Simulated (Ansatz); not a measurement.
# Fe5Si3: reading a single point

```
CELL_PARAMETERS angstrom
0.00000 0.00000 4.58092
4.49678 -4.49678 2.29046
4.49678 4.49678 -2.29046
ATOMIC_POSITIONS crystal
Si 0.25000 0.00000 0.00000
Si 0.75000 0.00000 0.00000
Fe 0.75000 0.50000 0.50000
Fe 0.25000 0.50000 0.50000
Si 0.67000 0.50000 0.84000
Si 0.17000 0.16000 0.50000
Si 0.33000 0.50000 0.16000
Si 0.83000 0.84000 0.50000
Fe 0.22300 0.85100 0.29700
Fe 0.07400 0.70300 0.85100
Fe 0.77700 0.14900 0.70300
Fe 0.92600 0.29700 0.14900
Fe 0.27700 0.29700 0.85100
Fe 0.42600 0.85100 0.70300
Fe 0.72300 0.70300 0.14900
Fe 0.57400 0.14900 0.29700
```

Method: r2SCAN, no spin polarisation; PAW, plane waves to 500 eV, 6×6×6 Γ-centred mesh, gaussian occupations (width 0.0116 eV) (Ansatz 0.2.0), atoms fixed.

Task: Which element gives electrons and which takes them?

Result: Bader charges in e: Fe -0.02 to +0.04, Si +0.01. In the mean Si gives up most and Fe takes most.

Task: Describe some of the short contacts.

Result: Fe–Fe at 2.29 Å: least valence density 0.50 e/Å³ and ELF 0.27 there. Both are smooth PAW fields, read partly inside the augmentation spheres.

Task: Is the cell too large or too small?

Result: The pressure is -21.0 GPa (compression positive), so with the atoms held at these fractions the cell would first shrink. The principal stresses -24.5, -24.5, -13.9 GPa differ, so its shape would change too.

Task: Is there a gap?

Result: It is a metal, with about 23 states/eV a cell as the mean within 0.25 eV of the Fermi level, mostly Fe d (96 %).

Task: Which atom feels the largest force, and which way?

Result: The largest is on Si8 (and as large on other atoms): 0.47 eV/Å, components (-0.33, 0.33, 0.00). It makes 147° with the line to a nearest neighbour, Fe11 at 2.35 Å, pointing away from it.

Origin: a known structure type with other elements, at an estimated volume, so it need not be a known compound. Caveats: no spin polarisation, so a magnetic state may lie lower; atoms or cell far from equilibrium.
